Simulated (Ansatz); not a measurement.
AlGaN2:
```yaml
crystal:
  lattice:
    - [3.14342, 0.00000, 0.00000]
    - [-1.57171, 2.72228, 0.00000]
    - [0.00000, 0.00000, 5.09288]
  atoms:
    - { symbol: Al, position: [0.00000, 0.00000, 0.99930] }
    - { symbol: Ga, position: [0.66667, 0.33333, 0.49730] }
    - { symbol: N, position: [0.66667, 0.33333, 0.11220] }
    - { symbol: N, position: [0.00000, 0.00000, 0.62759] }
```

Relaxed with r²SCAN.

Task: Give the Bader charges and basin volumes of the independent atoms, the program Ansatz at the r²SCAN level (PAW).

Result: 

| atom | Bader charge (e) | Bader volume (Å³) |
|---|---|---|
| Al1 | +2.48 | 3.9 |
| Ga2 | +1.65 | 9.0 |
| N3 | -2.27 | 16.6 |
| N4 | -1.87 | 14.1 |

Space group P3m1. The first step of the workflow began from a Materials Project structure, measured or hypothetical; the Crystallography Open Database copy checked does not list it. With Al and Ga taken as one species the cell has the higher symmetry P6_3mc, so it may be an ordered model of a mixed-site phase. Whether it is the stable phase at ambient conditions was not checked. The cell was relaxed with r²SCAN under the symmetry of its start; its stability against distortions is not shown here.

Potentials: the later of the program's two PAW sets.
